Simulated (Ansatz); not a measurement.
# SiTeS: start and end of a relaxation

The guess for SiTeS was made by a generator: random cell by space group and Wyckoff sites (P4/mmm, No. 123). Its size is a rough estimate.

start.cif

```cif
data_structure
_symmetry_space_group_name_H-M 'P4/mmm'
_symmetry_Int_Tables_number 123
_cell_length_a 4.1038
_cell_length_b 4.1038
_cell_length_c 4.8009
_cell_angle_alpha 90.000
_cell_angle_beta 90.000
_cell_angle_gamma 90.000
_cell_volume 80.85
loop_
_atom_site_label
_atom_site_type_symbol
_atom_site_symmetry_multiplicity
_atom_site_Wyckoff_symbol
_atom_site_fract_x
_atom_site_fract_y
_atom_site_fract_z
_atom_site_occupancy
Si1 Si 1 a 0.00000 0.00000 0.00000 1
Te1 Te 1 b 0.00000 0.00000 0.50000 1
S1 S 1 c 0.50000 0.50000 0.00000 1
```

Theory: DFT PBE, scalar-relativistic, plane waves, PAW (Ansatz 0.2.0). Cutoff 420 eV, Gaussian smearing, Γ-centred meshes. Cell and atoms relax first on a coarse mesh and then on a finer one. In between, the cell is made exact in the group found at 0.06 Å. In metals the finer mesh still leaves noise of several meV/atom or more. The steps can't lower the symmetry of their start. No spin polarisation.

end.cif

```cif
data_structure
_symmetry_space_group_name_H-M 'P4/mmm'
_symmetry_Int_Tables_number 123
_cell_length_a 3.3728
_cell_length_b 3.3728
_cell_length_c 5.7437
_cell_angle_alpha 90.000
_cell_angle_beta 90.000
_cell_angle_gamma 90.000
_cell_volume 65.34
loop_
_atom_site_label
_atom_site_type_symbol
_atom_site_symmetry_multiplicity
_atom_site_Wyckoff_symbol
_atom_site_fract_x
_atom_site_fract_y
_atom_site_fract_z
_atom_site_occupancy
Si1 Si 1 a 0.00000 0.00000 0.00000 1
Te1 Te 1 b 0.00000 0.00000 0.50000 1
S1 S 1 c 0.50000 0.50000 0.00000 1
```

The symmetry stays P4/mmm (No. 123). The volume per atom shrinks by 19.2 %, from 27.0 to 21.8 Å³. The shortest distance goes from 2.40 Å (Si–Te) to 2.38 Å (Si–S). The ratio c/a of the conventional cell changes by a factor of 1.46. The energy falls by about 0.74 eV/atom (the start's value is from the coarse mesh).

For SiTeS, the volume per atom is 21.78 Å³, the density is 4.77 g/cm³ and the formation energy is +0.03 eV/atom. The gap on the 14×14×8 mesh of the 3-atom cell is 0 eV (a metal).

Energies over the elements count from the elements' standard structures at the same level, with no fitted energy shifts. The separate elements lie lower, so it is unstable against them.

The last run used Gaussian smearing of 0.10 eV. The k mesh leaves some 4 meV/atom of noise in the energy of each metallic cell. Spin–orbit coupling, which can matter for Te, is left out. The reference forms of S and Te are held partly by dispersion forces, which this level lacks. A structure relaxed within its symmetry needn't be a true minimum. In all, the 4 runs took 3 min on 1 thread of Intel(R) Xeon(R) Processor @ 2.50GHz (Skylake/Cascade Lake) (shared host).
